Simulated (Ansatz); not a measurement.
# MoS3: start and end of a relaxation

The cell of MoS3 is invented: random cell by space group and Wyckoff sites (P-62m, No. 189). The dimensions are guesses.

POSCAR.start

```
Mo S
1.0
     4.05391    0.00000    0.00000
    -2.02695    3.51079    0.00000
     0.00000    0.00000    7.06691
Mo S
1 3
Cartesian
  0.0000 0.0000 0.0000
  2.1134 0.0000 3.5335
  -1.0567 1.8303 3.5335
  0.9702 1.6805 3.5335
```

Theory: DFT PBE, scalar-relativistic, plane waves, PAW (Ansatz 0.2.0). Cutoff 420 eV, Gaussian smearing, Γ-centred meshes. Cell and atoms relax first on a coarse mesh and then on a converged one. In between, the cell is made exact in the group found at 0.06 Å. The steps can't lower the symmetry of their start. Collinear spin, starting moments Mo 1.0 μB; they died out on the coarse mesh, so the last step has no spin.

POSCAR.end

```
Mo S
1.0
     6.83230    0.00000    0.00000
    -3.41615    5.91695    0.00000
     0.00000    0.00000    2.88267
Mo S
1 3
Direct
  0.00000 0.00000 0.00000
  0.72475 0.00000 0.50000
  0.00000 0.72475 0.50000
  0.27525 0.27525 0.50000
```

The symmetry stays P-62m (No. 189). The volume per atom grows by 15.9 %, from 25.1 to 29.1 Å³. The shortest distance goes from 2.03 Å (S–S) to 2.37 Å (Mo–S). The ratio c/a of the conventional cell changes by a factor of 0.24. The energy falls by about 3.1 eV/atom (the start's value is from the coarse mesh). The end is written in a standard setting, so origin, axes and order of atoms can differ from the start's.

| Item | Value |
| --- | --- |
| Volume per atom | 29.1 Å³ |
| Density | 2.7 g/cm³ |
| Formation energy | −0.354 eV/atom |
| Gap on the 12×12×16 mesh of the 4-atom cell | 0.05 eV |

The zero of energy is the elements' standard structures at the same level; no fitted shifts are applied. A negative formation energy is needed for stability but isn't enough: competing phases decide.

The last run used Gaussian smearing of 0.10 eV. No dispersion correction is applied, so the spacing and binding between layers, chains or molecules are poorly described. The reference form of S is held partly by dispersion forces, which this level lacks. A gap this small is below the smearing, so the run can't tell it from none. Symmetry constrained the relaxation, so the result can be a saddle point. In all, the 4 runs took 9.7 min on 1 thread of Arm Neoverse V1, with other jobs on the host.
